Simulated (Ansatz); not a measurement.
Polymorphs of Ni2Ge, each relaxed with r²SCAN in the plane-wave PAW code Ansatz:

A: Pnma
a = 5.103 Å, b = 3.786 Å, c = 7.180 Å, α = β = γ = 90.00°

| atom | site | symmetry | x | y | z |
|---|---|---|---|---|---|
| Ni | 4c | .m. | 0.1706 | 0.7500 | 0.4397 |
| Ni | 4c | .m. | 0.4563 | 0.2500 | 0.2932 |
| Ge | 4c | .m. | 0.2126 | 0.7500 | 0.1135 |

B: P6_3/mmc
a = 3.978 Å, b = 3.978 Å, c = 5.037 Å, α = 90.00°, β = 90.00°, γ = 120.00°

| atom | site | symmetry | x | y | z |
|---|---|---|---|---|---|
| Ni | 2d | -6m2 | 0.6667 | 0.3333 | 0.2500 |
| Ni | 2a | -3m. | 0.0000 | 0.0000 | 0.0000 |
| Ge | 2c | -6m2 | 0.3333 | 0.6667 | 0.2500 |

Rank these by energy per atom at 0 K (lowest first), as r²SCAN gives it.

A (+0 meV/atom), B (+30 meV/atom)

Standing as an ambient phase not checked: A; B. All cells were relaxed under the symmetry of their starts (and spin orders); stability against distortions was not tested throughout. Rows with no word on spin ran without spin polarisation. Spin–orbit coupling is left out wherever it is not named.

Energies hold the estimated change up to a 700 eV cutoff; steps of a few meV lie near the error of the meshes.

Potentials: the later of the program's two PAW sets.
